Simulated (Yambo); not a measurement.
## AgCl: sweep of GW parameters

G0W0@LDA for AgCl (space group Cmcm, No. 63) in Yambo. Reference settings: 4×4×4 Γ-centred k mesh, bands 9 to 99 and a 6 Ry block in the screening, 99 bands in G with the Bruneval-Gonze terminator, plasmon pole fitted at 27.2 eV. The LDA gap (0.25, 0.25, 0) → Γ on this mesh is 0.28 eV; G0W0 gaps are taken between the same points.

```csv
change from the reference,"G0W0 gap (0.25, 0.25, 0) → Γ (eV)",shift of the valence edge (eV),rough Yambo cost
reference settings,1.78,-0.77,1
wavefunctions cut at 50 Ry,1.78,-0.77,about 1/5
exchange cut at 40 Ry,1.68,-0.64,–
exchange cut at 20 Ry,1.16,0.11,–
"62 bands in W, 62 bands in G, 5 Ry block",1.93,-0.69,about 1/4
"62 bands in W, 62 bands in G, 3 Ry block",1.95,-0.75,about 1/4
"47 bands in W, 47 bands in G, 2 Ry block",2.21,-0.82,about 1/4
"47 bands in W, 47 bands in G, 4 Ry block",2.11,-0.69,about 1/3
"47 bands in W, 47 bands in G, 3 Ry block",2.15,-0.74,about 1/3
"80 bands in W, 80 bands in G, 5 Ry block",1.83,-0.73,about 1/2
4 Ry block,1.76,-0.75,within a factor of two
4×4×2 mesh,1.83,-0.79,about 1/3
"47 bands in W, 47 bands in G, no terminator",2.04,-0.32,about 1/7
"62 bands in W, 62 bands in G, no terminator",1.84,-0.39,about 1/5
"3 Ry block, no terminator",1.72,-0.65,about 1/2
```

The reference isn't shown to be the converged limit. Costs are rough (shared machines), scaled to the same edge states, and given only for runs that recompute the screening.

Spin-orbit splittings are left out.

Geometry relaxed with LDA; primitive cell a = 5.614 Å, b = 5.614 Å, c = 3.774 Å, α = 90.00°, β = 90.00°, γ = 141.94°.

This is not the ordinary phase of the substance; no match was found in the copy of COD used, and its stability was not checked.

A shift is the quasiparticle energy of the state minus its LDA energy.
